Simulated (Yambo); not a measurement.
BSE-type run in Yambo on CsAgCl$_{2}$ (space group P4/nmm, No. 129), at zero momentum.

Quantum ESPRESSO step (LDA, PseudoDojo standard norm-conserving files, scalar-relativistic):
```
&CONTROL
  calculation = 'nscf'
  pseudo_dir = './pseudo'
  outdir = './out'
/
&SYSTEM
  ibrav = 0
  nat = 8
  ntyp = 3
  ecutwfc = 86.0
  ecutrho = 344.0
  occupations = 'fixed'
  force_symmorphic = .true.
  nbnd = 140
/
&ELECTRONS
  conv_thr = 8e-09
  diago_full_acc = .true.
  diago_thr_init = 1e-08
/
ATOMIC_SPECIES
Cl 35.4500 Cl.upf
Ag 107.8682 Ag.upf
Cs 132.9055 Cs.upf
CELL_PARAMETERS angstrom
  5.068370000000   0.000000000000   0.000000000000
  0.000000000000   5.068370000000   0.000000000000
  0.000000000000   0.000000000000   9.858730000000
ATOMIC_POSITIONS crystal
Cl   0.000000000000   0.500000000000   0.645280000000
Cl   0.500000000000   0.000000000000   0.354720000000
Cl   0.500000000000   0.500000000000   0.000000000000
Cl   0.000000000000   0.000000000000   0.000000000000
Ag   0.000000000000   0.500000000000   0.901070000000
Ag   0.500000000000   0.000000000000   0.098930000000
Cs   0.500000000000   0.000000000000   0.704720000000
Cs   0.000000000000   0.500000000000   0.295280000000
K_POINTS automatic
4 4 2 0 0 0
```

Yambo input:
```
rim_cut
optics
bse
bss
dipoles
em1s
RandQpts= 1000000
RandGvec= 1 Ry
FFTGvecs= 40 Ry
Chimod= "HARTREE"
BSKmod= "SEX"
BSEmod= "resonant"
BSSmod= "hs"
BSENGexx= 15 Ry
BSENGBlk= 3 Ry
% KfnQP_E
 2.244 | 1.0 | 1.0 |
%
% BSEQptR
 1 | 1 |
%
% BSEBands
 21 | 54 |
%
% BEnRange
 0.0 | 10.6 | eV
%
% BDmRange
 0.15 | 0.15 | eV
%
BEnSteps= 212
% BLongDir
 0.0 | 0.0 | 1.0 |
%
BSHayTrs= -0.02
BSSNEig= 24
WRbsWF
% BndsRnXs
 9 | 136 |
%
NGsBlkXs= 3 Ry
% LongDrXs
 1.0 | 1.0 | 1.0 |
%
```

From the report:

The dimension is k points × valence × conduction bands = 32 × 22 × 12 = 8448.
```
  [SLEPC] Approach                          : Krylov-Schur
  [SLEPC] Number of requested eigenvalues   :  24
  [SLEPC] Number of eigenvalues        [NEV]:  24
   [K] Dimension                                    :   8448
   [K] Bands                                        :   21   54
   [K] Exchange res                                 : yes
   [K] Correlation res                              : yes
   [K] W interaction is bare                        : no
   [K] RL vectors exchange                          :  1683
   [K] RL vectors correlation                       :  167
   [W] Matrix size                                  :  167
   [W] Bands                                        :    9  136
   [W] Coulomb Cutoff                               : none
   [W] Hxc Kernel                                   : HARTREE
```

Spin-orbit coupling is not included.

Geometry of the Materials Project entry, not relaxed at this level.

The structure is a Materials Project entry; no match was found in the copy of COD used, and its stability was not checked.
